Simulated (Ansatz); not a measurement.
Relaxed-ion elastic tensor of BeS (CsCl type, Pm-3m) in GPa (Voigt order), plane-wave PAW r²SCAN (Ansatz code); density 2.68 g/cm³, 12.73 Å³ per atom.

```csv
,1,2,3,4,5,6
1,115,65.8,65.8,0.0,0.0,0.0
2,65.8,115,65.8,0.0,0.0,0.0
3,65.8,65.8,115,0.0,0.0,0.0
4,0.0,0.0,0.0,-48.9,0.0,0.0
5,0.0,0.0,0.0,0.0,-48.9,0.0
6,0.0,0.0,0.0,0.0,0.0,-48.9
```

Task: Is the crystal mechanically stable?

Result: No: the smallest eigenvalue of C is -48.9 GPa.

A made-up cell: these elements were put on the sites of a structure type; neither database checked (COD, Materials Project) lists it. COD files the formula under space group No. 216, so this cell is another polymorph or a model. Whether it is the stable phase at ambient conditions was not checked. The r²SCAN relaxation kept the symmetry of its start. At this level the phase is dynamically unstable (imaginary phonons). As this level gives no gap, shear constants depend on the k-mesh and smearing (Fermi–Dirac, 0.1 eV here).

Potentials: the later of the program's two PAW sets.
